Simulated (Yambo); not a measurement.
Yambo run on TiO2 (space group I4/m, No. 87). The wavefunctions come from this Quantum ESPRESSO step (PBEsol, PseudoDojo standard norm-conserving files, scalar-relativistic):

```
&CONTROL
  calculation = 'nscf'
  pseudo_dir = './pseudo'
  outdir = './out'
/
&SYSTEM
  ibrav = 0
  nat = 12
  ntyp = 2
  ecutwfc = 84.0
  ecutrho = 336.0
  occupations = 'fixed'
  force_symmorphic = .true.
  nbnd = 178
/
&ELECTRONS
  conv_thr = 1.2000000000000002e-08
  diago_full_acc = .true.
  diago_thr_init = 1e-08
/
ATOMIC_SPECIES
O 15.9990 O.upf
Ti 47.8670 Ti.upf
CELL_PARAMETERS angstrom
 -4.350760000000   4.350760000000   1.887555000000
  4.350760000000  -4.350760000000   1.887555000000
  4.350760000000   4.350760000000  -1.887555000000
ATOMIC_POSITIONS crystal
O   0.501140000000   0.150780000000   0.651920000000
O   0.498860000000   0.849220000000   0.348080000000
O   0.849220000000   0.501140000000   0.350360000000
O   0.150780000000   0.498860000000   0.649640000000
O   0.838340000000   0.840400000000   0.678740000000
O   0.161660000000   0.159600000000   0.321260000000
O   0.159600000000   0.838340000000   0.997940000000
O   0.840400000000   0.161660000000   0.002060000000
Ti   0.707720000000   0.002860000000   0.710580000000
Ti   0.292280000000   0.997140000000   0.289420000000
Ti   0.997140000000   0.707720000000   0.704860000000
Ti   0.002860000000   0.292280000000   0.295140000000
K_POINTS automatic
4 4 4 0 0 0
```

Yambo input:

```
rim_cut
gw0
dyson
el_el_corr
HF_and_locXC
ppa
em1d
RandQpts= 1000000
RandGvec= 1 Ry
EXXRLvcs= 84 Ry
VXCRLvcs= 336 Ry
Chimod= "HARTREE"
% BndsRnXp
 5 | 177 |
%
NGsBlkXp= 6 Ry
% LongDrXp
 1.0 | 1.0 | 1.0 |
%
PPAPntXp= 27.2114 eV
% GbndRnge
 1 | 177 |
%
GTermKind= "BG"
DysSolver= "n"
ExtendOut
% QPkrange
 1 | 1 | 48 | 49 |
 3 | 3 | 48 | 49 |
 6 | 6 | 48 | 49 |
 8 | 8 | 48 | 49 |
 13 | 13 | 48 | 49 |
%
```

k points by index: 1 = Γ, 3 = X, 6 = N, 8 = P, 13 = M.

Table of the .qp output:

```
#    K-point    Band    Eo [eV]    E [eV]    E-Eo [eV]    Vxc [eV]    Vnlxc [eV]    Sc|Eo [eV]    Sc|E [eV]    dSc/dw|Eo [eV]    Re(Z)    Im(Z)
#
    1    48    -0.700269    -1.019667    -0.319398    -19.24061    -24.33887    4.679128    4.778860    -8.492332    0.762140    -0.001728
    1    49    1.592067    2.970780    1.378713    -18.71220    -11.54000    -5.422559    -5.793478    -7.319979    0.788017    -0.001337
    3    48    -0.666444    -0.966701    -0.300257    -19.32375    -24.29147    4.573430    4.667465    -8.517380    0.761606    -0.001761
    3    49    2.269939    3.647796    1.377857    -19.20110    -12.14622    -5.291719    -5.677022    -7.608588    0.781485    -0.001371
    6    48    -0.364512    -0.617930    -0.253418    -19.75928    -24.63132    4.540233    4.618624    -8.412613    0.763847    -0.001536
    6    49    2.840123    4.327310    1.487187    -20.15307    -12.53367    -5.700806    -6.132215    -7.892548    0.775163    -0.001678
    8    48    -0.196372    -0.439057    -0.242685    -19.86190    -24.80317    4.623897    4.698585    -8.369670    0.764769    -0.001490
    8    49    2.604764    4.105245    1.500480    -19.97911    -12.24048    -5.807936    -6.238154    -7.801159    0.777187    -0.001478
    13    48    0.000000    -0.221452    -0.221452    -20.05485    -24.90262    4.557751    4.626319    -8.420145    0.763685    -0.001495
    13    49    2.868556    4.379873    1.511317    -20.03258    -11.98157    -6.095590    -6.539692    -7.994986    0.772907    -0.001707
```
(The two width columns are left out.) Convergence of these settings isn't established.

Geometry of the Materials Project entry, not relaxed at this level.

This is not the ordinary phase of the substance; no match was found in the copy of COD used, and its stability was not checked.
